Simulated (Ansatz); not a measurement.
LaGa₃Pd₂:
```xyz
6
Lattice="5.4310 0.0000 0.0000 -2.7155 4.7034 0.0000 0.0000 0.0000 4.3055" Properties=species:S:1:pos:R:3 pbc="T T T"
Ga     2.7155     0.0000     2.1528
Ga     1.3578     2.3517     2.1528
Ga    -1.3578     2.3517     2.1528
La     0.0000     0.0000     0.0000
Pd     0.0000     3.1356     0.0000
Pd     2.7155     1.5678     0.0000
```

Relaxed with r²SCAN. Special points in fractions of this cell's reciprocal vectors: Γ (0.000, 0.000, 0.000); M (0.500, 0.000, 0.000); K (0.333, 0.333, 0.000); A (0.000, 0.000, 0.500); L (0.500, 0.000, 0.500); H (0.333, 0.333, 0.500).

### Question
List the band energies nearest the Fermi level at these points for r²SCAN (plane waves, PAW; program Ansatz).

### Answer
In eV from the Fermi level; about four levels below and three above (degenerate sets whole), none deeper than 8.9 eV; points with the same levels are listed once.

| k | below | above |
|---|---|---|
| Γ | -0.71 -0.65 -0.65 -0.12 | 2.64 2.70 2.70 |
| M | -2.83 -2.17 -1.70 -0.24 | 1.55 1.55 1.85 |
| K | -2.77 -2.64 -2.64 -2.28 | 0.02 0.17 0.17 |
| A | -0.73 -0.73 -0.72 -0.72 | 0.54 0.54 1.79 |
| L | -2.78 -1.85 -0.64 -0.55 | 0.65 2.32 2.59 |
| H | -1.77 -1.77 -1.08 -0.95 | 0.82 0.82 2.58 |

Space group P6/mmm. The workflow started from an entry of the Crystallography Open Database (COD). Its standing as an ambient phase is unchecked. The r²SCAN relaxation kept the symmetry of its start; its stability against distortions is not shown here. No spin polarisation was allowed. Scalar-relativistic: spin–orbit coupling is off unless named, which matters more the heavier the elements.

Potentials: the later of the program's two PAW sets.
